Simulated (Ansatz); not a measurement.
## Moving the functional in BaY

```xyz
2
Lattice="4.4204 0.0000 0.0000 0.0000 4.4204 0.0000 0.0000 0.0000 4.4204" Properties=species:S:1:pos:R:3 pbc="T T T"
Ba    0.0000    0.0000    0.0000
Y     2.2102    2.2102    2.2102
```

The cell comes from a database or a generator and needn't be the stable form of this composition.

Kept alike: task band structure; k mesh 6 × 6 × 6; occupations fermi-dirac, width 0.05 eV; no spin polarisation. Program: Ansatz, Ansatz PAW. Cutoffs run from 420 to 500 eV. The mesh is that of the run's cell of 2 atoms. No spin-orbit coupling.

| functional | pressure (GPa) |
| --- | --- |
| BLYP | 0.99 |
| LDA | -2.41 |
| PBE | -0.11 |
| PBEsol | -1.42 |
| RPBE | 0.93 |
| r2SCAN | 0.06 |
| revPBE | 0.65 |

Pressure is positive in compression, with a Pulay correction for the finite cutoff. For a metal such a mesh leaves the last digits unconverged. All rows use potentials made for PBE.

Problem. What does the functional change here?

Solution. The pressure runs from -2.41 (LDA) to 0.99 GPa (BLYP). From PBE: BLYP +1.10; LDA -2.30; PBEsol -1.31; RPBE +1.04; r2SCAN +0.17; revPBE +0.76. A positive pressure means that the functional's own cell is larger than the one given, a negative one that it is smaller.
